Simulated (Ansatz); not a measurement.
Below is a relaxed structure of In₂Ga₃As₅. The cell was found from a structure generator's guess, not taken from experiment.

Level of theory: DFT PBE, scalar-relativistic, plane waves, PAW in Ansatz. Cutoff 420 eV, Γ-centred mesh, Gaussian smearing, no spin polarisation.

```
In Ga As
1.0
     2.09398    1.20896   17.15671
    -2.09398    1.20896   17.15671
     0.00000   -2.41792   17.15671
In Ga As
2 3 5
Direct
  0.40099 0.40099 0.40099
  0.59951 0.59951 0.59951
  0.00003 0.00003 0.00003
  0.80155 0.80155 0.80155
  0.19856 0.19856 0.19856
  0.04824 0.04824 0.04824
  0.45292 0.45292 0.45292
  0.84999 0.84999 0.84999
  0.24676 0.24676 0.24676
  0.65146 0.65146 0.65146
```

The zero of energy is the elements' standard structures at the same level; no fitted shifts are applied.

Q: Find its symmetry and describe it.

A: R3m (No. 160), with In and Ga ordered on zinc blende sites. Conventional cell: a = 4.188 Å, c = 51.470 Å. Around In on its first site lie 4 As at 2.62–2.67 Å; around In on its second site lie 4 As at 2.62–2.67 Å; Ga on its first site is surrounded by 4 As at 2.48–2.54 Å; around As on its first site lie 1 Ga at 2.48 Å and 3 In at 2.62 Å; 6 more sites not described.

Q: How far does it lie from the elements in energy?

A: −0.28 eV/atom. It lies below the elements, which doesn't yet make it stable against other compounds or structures.

Q: Is it a metal?

A: There is no gap on the 12×12×12 mesh, but valence and conduction bands meet within 0.015 eV, so at this level it has a zero gap rather than a metal's Fermi surface.

The last run used a 12×12×12 mesh for its 10-atom cell and Gaussian smearing of 0.10 eV. The zero gap may come from the functional, which often closes small gaps. The reference form of As is held partly by dispersion forces, which this level lacks. A structure relaxed within its symmetry needn't be a true minimum.
